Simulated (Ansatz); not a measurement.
BP at 5 GPa: from Born charge to LO–TO splitting and polaron coupling

Theory: Ansatz, DFT LDA, scalar-relativistic, plane waves, PAW. Plane waves to 420 eV; Γ-centred k mesh 10×10×10; fixed occupations. No spin polarisation. Phonons by linear response, acoustic sum rule imposed.

The cell, relaxed at 5 GPa:
```xyz
2
Lattice="0.0000 2.2251 2.2251 2.2251 0.0000 2.2251 2.2251 2.2251 0.0000" Properties=species:S:1:pos:R:3 pbc="T T T"
B     0.0000    0.0000    0.0000
P     3.3376    3.3376    3.3376
```

Linear response gives ν_TO = 843.4 cm⁻¹, Born charges ±0.728 e (positive on P) and ε∞ = 9.171. The primitive cell holds 22.033 Å³, and the masses are 10.810 and 30.974 amu.

Problem. Find ν_LO and the static dielectric constant.

Solution. The long-wave field adds a restoring force: ω_LO² − ω_TO² = Z*²e²/(ε_vac ε∞ μV). In these units ν_LO² − ν_TO² = 4.92064×10⁷ Z*²/(μ V ε∞) cm⁻², with μ = m₁m₂/(m₁ + m₂) = 8.013 amu: 16110 cm⁻². So ν_LO = √(843.4² + 16110) = 852.8 cm⁻¹, and the run gives 852.9. Lyddane–Sachs–Teller then gives ε0 = ε∞ (ν_LO/ν_TO)² = 9.38, against 9.38 in the run (it forms both from the same three quantities, so the match checks the arithmetic only). Between ν_TO and ν_LO the dielectric function is negative and an undamped crystal reflects fully: a reststrahlen band from 11.7 to 11.9 μm.

Problem. What do the Clausius–Mossotti polarisability and the Szigeti charge come to?

Solution. With the Lorentz local field, α = (3V/4π)(ε∞ − 1)/(ε∞ + 2) = 3.85 Å³ for the pair, and e_S = 3Z*/(ε∞ + 2) = 0.20 e. The Born charge includes the electrons' response to the dipole's own local field, and e_S takes that enhancement out. The Lorentz field assumes point-like polarisable ions, a poor picture once ε∞ is this large, since the electron clouds then overlap or are shared, so both numbers are formal here.

Problem. How strongly does a slow electron couple to the LO mode?

Solution. For one isotropic parabolic band, Fröhlich's constant is α_F = (1/ε∞ − 1/ε0) √(m* Ry/ħω_LO), with Ry = 13.606 eV, ħω_LO = 105.7 meV and m* in free-electron masses: α_F = 0.0024 × 11.34 × √m* = 0.03 √m*. The band mass isn't part of this run; for m* = 0.1, 0.3 and 1 it gives 0.01, 0.02, 0.03. In weak coupling the polaron lies α_F ħω_LO below the band edge (2 meV at m* = 0.3) with a mass m*(1 + α_F/6); past α_F of about 5 or 6 that expansion fails. A semilocal functional's ε∞ tends to be too large, which taken alone lowers α_F.

Cost: 1 run of about 0.3 core-minutes, on Intel Xeon Platinum 8488C (Sapphire Rapids) (shared hosts).